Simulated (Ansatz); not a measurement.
The cell of InAs₃ is invented: random cell by space group and Wyckoff sites (P6/mmm, No. 191). Lengths were set from tabulated atomic sizes, so they are only a guess.

```yaml
crystal:
  lattice:
    - [3.75309, 0.00000, 0.00000]
    - [-1.87654, 3.25027, 0.00000]
    - [0.00000, 0.00000, 8.38810]
  atoms:
    - { symbol: In, position: [0.00000, 0.00000, 0.50000] }
    - { symbol: As, position: [0.00000, 0.00000, 0.72444] }
    - { symbol: As, position: [0.00000, 0.00000, 0.27556] }
    - { symbol: As, position: [0.00000, 0.00000, 0.00000] }
```

Computed with Ansatz, DFT PBE, scalar-relativistic, plane waves, PAW. Cutoff 420 eV, Gaussian smearing, Γ-centred meshes. Cell and atoms relax first on a coarse mesh and then on a finer one. In between, the cell is made exact in the group found at 0.06 Å. In metals the finer mesh still leaves noise of several meV/atom or more. The steps can't lower the symmetry of their start. No spin polarisation.

A guess keeps its type if space group and coordination stay and the shape of the cell changes little (axis ratios within about 15 %, angles within 6°); the volume may change.

Task: Does it keep its structure type, or change into something else?

Result: It doesn't keep its type. The symmetry stays P6/mmm (No. 191). The volume per atom shrinks by 15.3 %, from 25.6 to 21.7 Å³. The shortest distance goes from 1.88 Å (In–As) to 2.74 Å (As–As). The ratio c/a of the conventional cell changes by a factor of 1.70. Counting neighbours within 15 % of an atom's shortest distance, the start has As 1/2, In 2 and the end As 8, In 8. In detail, at the end In has 2 As at 2.91 Å and 6 In at 2.98 Å; As on a site of symmetry 6mm has 1 As at 2.74 Å, 1 In at 2.91 Å and 6 As at 2.98 Å; As on a site of symmetry 6/mmm has 2 As at 2.74 Å and 6 As at 2.98 Å.

```
CELL_PARAMETERS angstrom
2.97759 0.00000 0.00000
-1.48880 2.57867 0.00000
0.00000 0.00000 11.29272
ATOMIC_POSITIONS crystal
In 0.00000 0.00000 0.50000
As 0.00000 0.00000 0.75752
As 0.00000 0.00000 0.24248
As 0.00000 0.00000 0.00000
```

The last run used an 18×18×4 mesh (in the run's order of axes) for its 4-atom cell and Gaussian smearing of 0.10 eV. Symmetry constrained the relaxation, so the result can be a saddle point. Another cell of InAs3 relaxed alike, in Im-3m, lies 177 meV/atom lower, so this cell isn't the stable form at this level.

In counts of neighbours, a slash parts the counts of unlike sites.
